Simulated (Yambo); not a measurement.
G0W0@LDA for K₂TiF₆ (space group P-3m1, No. 164) in Yambo. Reference settings: 3×3×2 Γ-centred k mesh, bands 2 to 198 and a 7 Ry block in the screening, 198 bands in G with the Bruneval-Gonze terminator, plasmon pole fitted at 27.2 eV. The LDA gap Γ → Γ on this mesh is 4.93 eV; G0W0 gaps are taken between the same points.

```json
[
 {"change from the reference": "reference settings", "G0W0 gap Γ → Γ (eV)": "9.46", "shift of the valence edge (eV)": "-1.97"},
 {"change from the reference": "wavefunctions cut at 10 Ry", "G0W0 gap Γ → Γ (eV)": "8.77", "shift of the valence edge (eV)": "-1.07"},
 {"change from the reference": "exchange cut at 10 Ry", "G0W0 gap Γ → Γ (eV)": "9.56", "shift of the valence edge (eV)": "0.38"},
 {"change from the reference": "84 bands in W, 84 bands in G, 3 Ry block", "G0W0 gap Γ → Γ (eV)": "10.37", "shift of the valence edge (eV)": "-2.42"},
 {"change from the reference": "157 bands in W, 157 bands in G, 3 Ry block, no terminator", "G0W0 gap Γ → Γ (eV)": "10.37", "shift of the valence edge (eV)": "-2.33"},
 {"change from the reference": "60 bands in W, 60 bands in G, 2 Ry block", "G0W0 gap Γ → Γ (eV)": "11.44", "shift of the valence edge (eV)": "-3.06"},
 {"change from the reference": "116 bands in W, 116 bands in G, 3 Ry block", "G0W0 gap Γ → Γ (eV)": "10.29", "shift of the valence edge (eV)": "-2.40"},
 {"change from the reference": "2 Ry block", "G0W0 gap Γ → Γ (eV)": "?", "shift of the valence edge (eV)": "-2.90"}
]
```

**Question.** Estimate the withheld gaps from the other rows; the computed values follow.

**Answer.** 
- 2 Ry block, G0W0 gap Γ → Γ (eV): 10.99

The reference isn't shown to be the converged limit.

Geometry of the Materials Project entry, not relaxed at this level; primitive cell a = 5.6851 Å, b = 5.6851 Å, c = 4.5902 Å, α = 90.00°, β = 90.00°, γ = 120.00°.

A shift is the quasiparticle energy of the state minus its LDA energy.
